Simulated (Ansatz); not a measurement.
## Na2AsI in Ansatz, single run

The input file (Ansatz 0.2.0, plane waves):

```yaml
crystal:
  lattice:
    - [2.134742, 3.697478, 0.0]
    - [-2.134742, 3.697478, 0.0]
    - [-2.134742, 1.232489, 7.214525]
  atoms:
    - { symbol: As, position: [0.5, 0.0, 0.5] }
    - { symbol: I, position: [0.0, 0.0, 0.0] }
    - { symbol: Na, position: [0.2313, 0.5374, 0.6939] }
    - { symbol: Na, position: [0.7687, 0.4626, 0.3061] }
  symmetry: { tolerance: 0.0003 }
kpoints:
  mp_grid: { grid: [5, 5, 5], shift: [0, 0, 0] }
magnetization:
  spin_polarized: false
scf:
  occupations: { method: methfessel_paxton, width: 0.018 }
  max_iter: 50
hamiltonian:
  pseudopotentials: { kind: paw }
  xc: PBE-sol
basis:
  ecutwfc: 500
output:
  forces: true
  stress: true
  eigenvalues: true
```

Run with:

```bash
ansatz run input.yaml --threads 1 --pin off --max-ram 2560MiB --backend cpu --events-out ev --progress --plain --runs-dir out
```

Origin of the cell: a known structure type with other elements, at an estimated volume, so it need not be a known compound.

Output:

```
Error: YAML parse error: error: line 21 column 7: hamiltonian.xc: unknown variant `PBE-sol`, expected one of `lda`, `lda-pw`, `pw92`, `pbe`, `pbesol`, `rpbe`, `revpbe`, `blyp`, `pbe0`, `revpbe0`, `b3lyp`, `b3lyp5`, `hse06`, `wpbeh`, `hiss`, `lc_wpbe`, `cam_b3lyp`, `hf`, `r2scan`, `r2scanh`, `r2scan0`, `r2scan50`, `mr2scan`
  --> <input>:21:7
   |
19 | hamiltonian:
20 |   pseudopotentials: { kind: paw }
21 |   xc: PBE-sol
   |       ^ hamiltonian.xc: unknown variant `PBE-sol`, expected one of `lda`, `lda-pw`, `pw92`, `pbe`, `pbesol`, `rpbe`, `revpbe`, `blyp`, `pbe0`, `revpbe0`, `b3lyp`, `b3lyp5`, `hse06`, `wpbeh`, `hiss`, `lc_wpbe`, `cam_b3lyp`, `hf`, `r2scan`, `r2scanh`, `r2scan0`, `r2scan50`, `mr2scan`
22 | basis:
23 |   ecutwfc: 500
   |
```

Q: What went wrong?

A: It holds an unknown functional: `hamiltonian.xc` typed as PBE-sol. The program refused the input.
